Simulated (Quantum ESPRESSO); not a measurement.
## Mg2Ga2Pt3Mo (one composition in several site orders)

Computed values, not a measurement. The program is pw.x of Quantum ESPRESSO 7.5 (plane-wave density functional theory). The cell is made up: eight metal atoms on a hexagonal close-packed lattice, with elements, volume, strain and displacements drawn at random and not relaxed, so it may be unstable or far from any real phase. PseudoDojo standard norm-conserving files set the functional (PBE unless stated); there is no spin polarisation or spin-orbit coupling, the Fermi-Dirac width of 0.25 eV means electrons at about 2900 K, and the masses in the input are unused placeholders. Heavy elements are run without spin-orbit coupling, which real alloys of them have. A spin test at this wide smearing found no moment, but such smearing suppresses magnetism that the real alloy may have.

The runs put one composition on the sites in different orders. Cell, positions, cutoff, mesh and smearing stay as in the input of run 1; sites are counted in its order. Stress in the tables is positive in tension.

Input of run 1:

```
&control calculation='scf', pseudo_dir='./dojo.nc.sr.pbe.v0_5.standard.upf', outdir='./o', disk_io='medium', tprnfor=.true., tstress=.true. /
&system ibrav=0, nat=8, ntyp=4, nbnd=70, ecutwfc=84.00895049, nosym=.true., tot_charge=0,
 occupations='smearing', smearing='fd', degauss=0.0183746611
/
&electrons conv_thr=1.470e-08, electron_maxstep=70, mixing_beta=0.5 /
ATOMIC_SPECIES
Ga 1.0 Ga.upf
Mg 1.0 Mg.upf
Mo 1.0 Mo.upf
Pt 1.0 Pt.upf
CELL_PARAMETERS angstrom
-3.0392 -0.0095 0.0392
0.0164 5.3564 0.0708
1.6356 -2.8028 -9.5229
ATOMIC_POSITIONS angstrom
Mg 0.004 0.0115 -0.0359
Ga 0.0831 1.7612 -2.3694
Pt 0.0397 -0.0978 -4.7412
Pt 0.1142 1.6643 -7.0789
Mo -1.5371 2.6438 0.0641
Ga -1.4321 4.3309 -2.286
Mg -1.4237 2.5486 -4.7415
Pt -1.4575 -0.9404 -7.1004
K_POINTS automatic
8 5 3 1 1 1
```

| run | elements on sites 1 to 8 | free energy less that of run 1 (eV) | -TS (eV) | pressure (GPa) | stress xx (GPa) | stress yy (GPa) | stress zz (GPa) | stress yz (GPa) | stress xz (GPa) | stress xy (GPa) | iterations |
| --- | --- | --- | --- | --- | --- | --- | --- | --- | --- | --- | --- |
| 1 | Mg Ga Pt Pt Mo Ga Mg Pt | 0.000 | -1.246 | -15.34 | 14.23 | 14.67 | 17.12 | -0.19 | -0.68 | 0.23 | 14 |
| 2 | Ga Pt Pt Pt Mg Mg Ga Mo | -0.479 | -1.150 | -16.15 | 16.42 | 17.11 | 14.92 | 1.05 | -0.59 | 0.14 | 16 |
| 3 | Pt Pt Mg Mo Pt Mg Ga Ga | 0.229 | -1.225 | -16.21 | 15.85 | 18.31 | 14.46 | 1.84 | -0.37 | -0.06 | 17 |
| 4 | Pt Mo Ga Mg Pt Ga Mg Pt | 0.488 | -1.279 | -15.39 | 13.96 | 18.62 | 13.58 | 1.48 | -0.63 | 0.10 | 16 |
| 5 | Pt Pt Mo Mg Pt Ga Mg Ga | 0.523 | -1.218 | -15.98 | 15.53 | 14.70 | 17.70 | 0.22 | -0.37 | 0.03 | 17 |
| 6 | Mo Ga Ga Pt Mg Pt Mg Pt | -0.211 | -1.230 | -15.57 | 14.23 | 13.73 | 18.75 | -0.37 | -0.63 | 0.15 | 14 |

Forces Fx Fy Fz (eV/Å):

```
site              run 1              run 2              run 3              run 4              run 5             run 6
   1   -0.01 -0.19 1.03     0.05 0.44 0.94    0.01 -0.11 0.70   -0.05 0.27 -0.37    -0.06 0.01 0.15    0.00 0.13 0.06
   2    0.01 -0.06 0.47   -0.10 0.16 -0.16  -0.08 -0.29 -0.46   -0.02 -0.43 0.89  -0.07 -0.06 -0.42  -0.04 -0.26 0.50
   3    0.03 -0.10 0.92   0.02 -0.11 -0.52    0.03 0.42 -0.12    0.01 0.13 -0.34     0.06 0.01 0.35  0.04 -0.06 -0.30
   4  -0.04 -0.29 -0.43   -0.03 0.04 -0.28    0.02 0.12 -0.87  -0.05 -0.06 -1.66  -0.05 -0.11 -1.52  -0.04 0.21 -0.53
   5     0.05 0.18 0.15  -0.05 -0.22 -0.21     0.05 0.11 0.33   0.04 -0.31 -0.71    0.09 -0.03 0.25    0.05 0.08 0.49
   6   -0.07 0.11 -0.59   -0.02 0.41 -0.92   -0.01 -0.08 1.29     0.00 0.01 1.03     0.01 0.14 0.38   -0.05 0.08 0.39
   7   -0.03 0.00 -0.81   0.02 -0.33 -0.25    0.00 -0.33 0.21    -0.03 0.51 0.44   -0.02 -0.07 1.23  -0.03 0.20 -0.60
   8    0.05 0.35 -0.75    0.10 -0.39 1.41   -0.03 0.15 -1.08    0.10 -0.13 0.73    0.04 0.12 -0.43  0.07 -0.38 -0.02
```

The sites are displaced and not relaxed, so the energy differences mix bonding between neighbours with strain and are not ordering energies. A rerun of one cell of this series at a higher cutoff and on a denser mesh moved values by no more than 0.011 eV in energy, 0.19 GPa in stress and 0.007 eV/Å in force, and a second program with other atomic files agreed on that cell to 2 % rms in force and 0.5 GPa in pressure.